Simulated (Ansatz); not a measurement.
HfTeS:
```
CELL_PARAMETERS angstrom
      3.81273     0.00000     0.00000
     -1.90637     3.30192     0.00000
      0.00000     0.00000     6.45866
ATOMIC_POSITIONS crystal
  Hf 0.33333 0.66667 0.03005
  Te 0.00000 0.00000 0.74146
  S  0.66667 0.33333 0.22848
```

Plane-wave PAW r²SCAN+D4 (Ansatz code) gives a gap of 0.13 eV without spin–orbit coupling, maximum at Γ, minimum at L.

Problem. What happens when spin–orbit coupling is switched on?

Solution. The gap closes at this level.

Problem. Give the Z2 indices of the occupied bands with spin–orbit coupling.

Solution. 0;(000).

Space group P3m1. The workflow started from a Materials Project entry (that database holds measured and hypothetical structures alike); the Crystallography Open Database copy checked does not list it. Whether it is the stable phase at ambient conditions was not checked. Symmetry was held in the r²SCAN+D4 relaxation; whether a distortion lowers the energy is not shown. No spin polarisation was allowed.

Potentials: the later of the program's two PAW sets.
